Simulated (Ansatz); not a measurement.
The relaxed structure here is a generated cell of Ir: the first start was made by placing the elements on the sites of a structure type, and the end was not matched to a known phase here, so it may be hypothetical. Known forms of Ir include space group No. 225.

One stationary structure of Ir. Method: r2SCAN (plane waves to 500 eV, PAW, scalar-relativistic; Ansatz, an electronic-structure program).

```
CELL_PARAMETERS angstrom
      4.35033     0.00000     0.00000
     -2.17516     3.76750     0.00000
      0.00000     0.00000     2.68247
ATOMIC_POSITIONS crystal
  Ir 0.00000 0.00000 0.00000
  Ir 0.33333 0.66667 0.50000
  Ir 0.66667 0.33333 0.50000
```

Problem. Find the space group and the Wyckoff positions (tolerance 0.01 Å).

Solution. Space group P6/mmm (No. 191); a = 4.3503 Å, b = 4.3503 Å, c = 2.6825 Å, α = 90.00°, β = 90.00°, γ = 120.00°

```tsv
atom	site	symmetry	x	y	z
Ir	1a	6/mmm	0.0000	0.0000	0.0000
Ir	2d	-6m2	0.3333	0.6667	0.5000
```

Problem. Give the shortest distances between elements (the closest pairs, up to four, under 3.6 Å).

Solution. Ir–Ir 2.51 Å.

```json
{
  "volume_per_atom": "14.66 Å³",
  "band_gap": "zero (metallic)"
}
```

No spin polarisation in the result.

The run could not lose the symmetry of its start, so the end can be a saddle point.

All atoms sit on sites fixed by symmetry, so only the cell could relax.
